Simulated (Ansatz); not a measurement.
BeSe:
Space group F-43m (No. 216); a = b = c = 5.0813 Å, α = β = γ = 90.00°

| atom | site | symmetry | x | y | z |
|---|---|---|---|---|---|
| Se | 4c | -43m | 0.2500 | 0.2500 | 0.2500 |
| Be | 4a | -43m | 0.0000 | 0.0000 | 0.0000 |
(The calculation used a cell of 2 atoms; values per cell refer to that cell.)

Relaxed with LDA.

Task: Give the optical modes at the zone centre with their infrared and Raman activity from DFPT, LDA in the plane-wave PAW code Ansatz.

Result: Transverse frequencies, without the LO–TO term; a row sums one degenerate level.

| ω (cm⁻¹) | degeneracy | IR ((D/Å)²/amu) | Raman (Å⁴/amu) | activity | symmetry |
|---|---|---|---|---|---|
| 522 | 3 | 18.84 | 120 | IR+Raman | T2 |

Task: How high does the top mode go among those that the LO–TO term moves?

Result: 583 cm⁻¹ for q along x.

Symmetry was held in the LDA relaxation; phonons on a q-mesh show no instability.

Potentials: the later of the program's two PAW sets.
